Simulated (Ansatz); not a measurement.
AgW:
```xyz
2
Lattice="3.1942 0.0000 0.0000 0.0000 3.1942 0.0000 0.0000 0.0000 3.1942" Properties=species:S:1:pos:R:3 pbc="T T T"
Ag     0.0000     0.0000     0.0000
W      1.5971     1.5971     1.5971
```

Relaxed with r²SCAN. Special points in fractions of this cell's reciprocal vectors: Γ (0.000, 0.000, 0.000); X (0.000, 0.500, 0.000); M (0.500, 0.500, 0.000); R (0.500, 0.500, 0.500).

Q: List the band energies nearest the Fermi level at these points for plane-wave PAW r²SCAN (Ansatz code).

A: In eV from the Fermi level; about four levels below and three above (degenerate sets whole), none deeper than 8.9 eV; points with the same levels are listed once.

```
k                          below            above
-  -----------------------------  ---------------
Γ  -5.20 -5.20 -5.20 -0.95 -0.95   2.55 2.55 2.55
X        -2.38 -2.24 -0.32 -0.32  1.87 3.64 13.74
M        -2.63 -0.33 -0.02 -0.02   2.07 2.07 3.23
R  -4.20 -4.20 -3.26 -3.26 -3.26   3.36 3.36 5.38
```

Space group Pm-3m (CsCl type). The start of the workflow was typed in or built on a structure type; neither database checked (COD, Materials Project) lists it. Whether it is the stable phase at ambient conditions was not checked. The r²SCAN relaxation kept the symmetry of its start. At this level the phase is mechanically unstable. The run is not spin-polarised. Its formation energy is positive at this level, so the cell may be metastable or incomplete. Spin–orbit coupling is left out wherever it is not named.

Potentials: the earlier of the program's two PAW sets.
